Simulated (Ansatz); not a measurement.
Pb (fcc, Cu type)

```
Pb
1.0
    0.00000     2.49546     2.49546
    2.49546     0.00000     2.49546
    2.49546     2.49546     0.00000
Pb
1
Direct
  0.00000   0.00000   0.00000
```

The slice is a {111} plane (indices of the conventional cell) through the point (0.000, 0.000, 0.000) (fractional), spanned by u = [100] and v = [-1 2 0] in vectors of this cell: u (3.53 Å) and v (6.11 Å, at 90° to u). It covers one period; positions are fractions (u, v).

Calculation: r2SCAN (plane waves to 500 eV, PAW, scalar-relativistic; Ansatz, a program for electronic structure). k mesh 16×16×16. Near the nuclei the fields are pseudised (PAW); where an atom keeps semicore shells as valence, they peak there. Pb was relaxed with its symmetry unable to fall. Spin-orbit coupling is left out, though Pb is heavy.

**Question.** Predict the map of the valence electron density on the slice.

**Answer.** 
```
|@@%%##==::..  ..::==##%%|
|####++--..      ..--++##|
|====--::..      ..::--==|
|::::....          ....::|
|                        |
|      ....::::::....    |
|    ..::--======--::..  |
|    ..--++######++--..  |
|  ..::==##%%@@%%##==::..|
|  ..::++##@@@@@@##++::..|
|  ..::==##%%@@%%##==::..|
|    ..--++######++--..  |
|    ..::--======--::..  |
|      ....::::::....    |
|                        |
|::::....          ....::|
|====--::..      ..::--==|
|####++--..      ..--++##|
|@@%%##==::..  ..::==##%%|
|@@@@##++::..  ..::++##@@|
```
Scale: ten equal steps from -1.08 (start of ' ') to 1.02 (end of '@'), in the order ' .:-=+*#%@'. Values: log₁₀ of the valence density in e/Å³. The map has 12 points along u (two characters each, u = 0 at the left) and 20 along v (v = 0 in the bottom row). The scale is logarithmic, as a density can span decades between atoms and voids.
